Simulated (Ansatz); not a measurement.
Lu₃GaC (anti-perovskite, Pm-3m), r²SCAN (plane waves, PAW; program Ansatz), all energies at zero smearing, with the estimated change up to a 700 eV cutoff added, with one set of potentials and settings (totals compare only within such a set). Cell of 5 atoms (3 Lu, 1 Ga, 1 C): -48276.330 eV.

| element | reference phase | E (eV/atom) |
|---|---|---|
| Lu | P6_3/mmc, 2 atoms in the cell | -14743.6978 |
| Ga | Cmce, 4 atoms in the cell | -3790.2689 |
| C | P6_3/mmc, 4 atoms in the cell | -251.6711 |

Formation energy per atom, worked out: (-48276.330 − 3×(-14743.6978) − 1×(-3790.2689) − 1×(-251.6711))/5 = -0.659 eV/atom (-64 kJ per mol of atoms), at 0 K, without zero-point energy or fitted corrections.

The first step of the workflow began from a Materials Project structure, measured or hypothetical; the Crystallography Open Database copy checked does not list it. Whether it is the stable phase at ambient conditions was not checked. The r²SCAN relaxation kept the symmetry of its start; whether a distortion lowers the energy is not shown. The references are the lowest solids computed at this level, not always the standard phases. Scalar-relativistic: spin–orbit coupling is off unless named, which matters more the heavier the elements.

Potentials: the later of the program's two PAW sets.
